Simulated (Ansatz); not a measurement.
MgO:
```xyz
4
Lattice="3.4943 0.0000 0.0000 -1.7472 3.0262 0.0000 0.0000 0.0000 4.1951" Properties=species:S:1:pos:R:3 pbc="T T T"
Mg     1.7472     1.0087     3.1463
Mg     0.0000     2.0175     1.0488
O      1.7472     1.0087     1.0488
O      0.0000     2.0175     3.1463
```

Relaxed with PBEsol. Special points in fractions of this cell's reciprocal vectors: Γ (0.000, 0.000, 0.000); M (0.500, 0.000, 0.000); K (0.333, 0.333, 0.000); A (0.000, 0.000, 0.500); L (0.500, 0.000, 0.500); H (0.333, 0.333, 0.500).

**Question.** List the band energies nearest the valence-band maximum at these points for PBEsol in the plane-wave PAW code Ansatz.

**Answer.** In eV from the valence-band maximum; about four levels below and three above (degenerate sets whole), none deeper than 8.9 eV; … stands for higher levels left out; points with the same levels are listed once.

```
k                          below        above
-  -----------------------------  -----------
Γ   -1.72 -1.72 -0.80 -0.80 0.00  3.28 9.32 …
M        -2.33 -1.97 -1.30 -0.52  6.83 8.92 …
K  -2.19 -2.19 -1.81 -1.81 -0.89  7.13 8.83 …
A        -1.28 -1.28 -1.28 -1.28  6.31 6.31 …
L        -1.53 -1.53 -0.82 -0.82  7.15 7.15 …
H        -2.48 -2.48 -0.38 -0.38  7.98 7.98 …
```

Space group P6_3/mmc. The first step of the workflow began from a Materials Project structure, measured or hypothetical; the Crystallography Open Database copy checked does not list it. It is not the phase usual at ambient conditions (space group No. 225). The PBEsol relaxation kept the symmetry of its start; phonons on a q-mesh show no instability.

Potentials: the earlier of the program's two PAW sets.
